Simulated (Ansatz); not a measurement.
Zr3Si2:
```
Zr3Si2
1.0
    7.10569     0.00000     0.00000
    0.00000     7.10569     0.00000
    0.00000     0.00000     3.70832
Zr Si
6 4
Direct
  0.17387   0.67387   0.50000
  0.82613   0.32613   0.50000
  0.32613   0.17387   0.50000
  0.67387   0.82613   0.50000
  0.00000   0.00000   0.00000
  0.50000   0.50000   0.00000
  0.62189   0.12189   0.00000
  0.37811   0.87811   0.00000
  0.87811   0.62189   0.00000
  0.12189   0.37811   0.00000
```

Relaxed with r²SCAN. Special points in fractions of this cell's reciprocal vectors: Γ (0.000, 0.000, 0.000); X (0.000, 0.500, 0.000); M (0.500, 0.500, 0.000); Z (0.000, 0.000, 0.500); R (0.000, 0.500, 0.500); A (0.500, 0.500, 0.500).

### Question
List the band energies nearest the Fermi level at these points for the program Ansatz at the r²SCAN level (PAW).

### Answer
In eV from the Fermi level; about four levels below and three above (degenerate sets whole), none deeper than 8.9 eV; points with the same levels are listed once.

```
k                          below                above
-  -----------------------------  -------------------
Γ  -0.52 -0.52 -0.50 -0.23 -0.20  0.98 1.11 1.39 1.39
X        -1.19 -1.19 -0.34 -0.34  0.43 0.43 0.90 0.90
M        -0.32 -0.32 -0.05 -0.05  0.09 0.09 1.41 1.41
Z        -1.19 -1.19 -0.58 -0.10       0.16 0.16 0.39
R        -0.91 -0.91 -0.48 -0.48  0.09 0.09 1.93 1.93
A        -0.65 -0.65 -0.61 -0.61  2.09 2.09 3.63 3.63
```

Space group P4/mbm. The workflow started from a Materials Project entry (that database holds measured and hypothetical structures alike); the Crystallography Open Database copy checked does not list it. Its standing as an ambient phase is unchecked. The cell was relaxed with r²SCAN under the symmetry of its start; whether a distortion lowers the energy is not shown. The run is not spin-polarised. Spin–orbit coupling is left out wherever it is not named.

Potentials: the later of the program's two PAW sets.
